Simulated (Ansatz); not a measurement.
Input:

SiNi3:
```xyz
4
Lattice="3.4643 0.0000 0.0000 0.0000 3.4643 0.0000 0.0000 0.0000 3.4643" Properties=species:S:1:pos:R:3 pbc="T T T"
Si     0.0000     0.0000     0.0000
Ni     0.0000     1.7322     1.7322
Ni     1.7322     0.0000     1.7322
Ni     1.7322     1.7322     0.0000
```

This is the r²SCAN-relaxed structure.

Task: All from the program Ansatz at the r²SCAN level (PAW), unless another level is named. Give the electronic character.

Result: metallic (no gap).

Task: What about the formation energy from the elements (no fitted shifts)?

Result: -0.44 eV/atom.

Task: Give the density of states at the Fermi level.

Result: 0.53 states/eV per atom (mean over ±0.08 eV).

Space group Pm-3m (Cu3Au type). The cell was relaxed with r²SCAN under the symmetry of its start; of distortions, only those at the zone centre were tested. The workflow began spin-polarised and lost its moments. The references are the lowest solids computed at this level, not always the standard phases.

Potentials: the later of the program's two PAW sets.
